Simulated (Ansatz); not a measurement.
ZnSe:
```
ZnSe
1.0
    0.00000     2.83264     2.83264
    2.83264     0.00000     2.83264
    2.83264     2.83264     0.00000
Se Zn
1 1
Direct
  0.75000   0.75000   0.75000
  0.00000   0.00000   0.00000
```

Relaxed with r²SCAN.

Question: Give the Bader charges and basin volumes of the independent atoms, the program Ansatz at the r²SCAN level (PAW).

Answer: 

```json
[
 {"atom": "Se1", "Bader charge (e)": "-0.83", "Bader volume (Å³)": "30.8"},
 {"atom": "Zn2", "Bader charge (e)": "+0.83", "Bader volume (Å³)": "14.7"}
]
```

Space group F-43m (zinc blende). Symmetry was held in the r²SCAN relaxation.

Potentials: the later of the program's two PAW sets.
